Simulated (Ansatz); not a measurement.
TaCd, DFT, LDA, all-electron PAW with datasets made for the crystal, scalar-relativistic (Ansatz 0.2.0), run on 1 thread of Intel(R) Xeon(R) Processor @ 2.50GHz (Skylake/Cascade Lake) on a shared host.

The cell was built from the L11 type and relaxed in the same program; it needn't be a known or the stable phase. The listed cell was then made from it by scaling, straining or moving an atom.

Command: `ansatz run input.yaml --threads 1 --pin off --max-ram 2048MiB --backend cpu --events-out ev --progress --plain --runs-dir out`

```yaml
crystal:
  lattice:
    - [1.4175686074, -0.818433617, 5.1546810766]
    - [0.0, 1.6368672342, 5.1546810766]
    - [-1.4175686074, -0.818433617, 5.1546810766]
  atoms:
    - { symbol: Cd, position: [0.0, 0.0, 0.0] }
    - { symbol: Ta, position: [0.5, 0.5, 0.5] }
kpoints:
  mp_grid: { grid: [13, 13, 13] }
scf:
  occupations: { method: fermi_dirac, width: 0.03 }
hamiltonian:
  xc: lda
  pseudopotentials: { kind: all_electron, datasets: crystal }
output:
  forces: true
  stress: true
  eigenvalues: true
  efg: { contact_densities: true }
```

(1) How large is the problem that the program sets up?

(2) Estimate the wall time and the peak memory.

(3) And the same cell and mesh by LAPW (all electrons), asked for forces, stress, eigenvalues, on the same hardware?

(4) And the same cell and mesh by PAW with the default files, asked for forces, stress, eigenvalues, efg, on the same hardware?

Answers

(1) 231 irreducible k-points, 343 plane waves at Γ, 21 bands.

(2) 4.4 min of wall time for 11 SCF iterations, with a peak of 1.5 GiB. Times on shared machines scatter by tens of per cent.

(3) 4.8 min, peak memory 1.2 GiB.

(4) 26 s, peak memory 0.48 GiB.
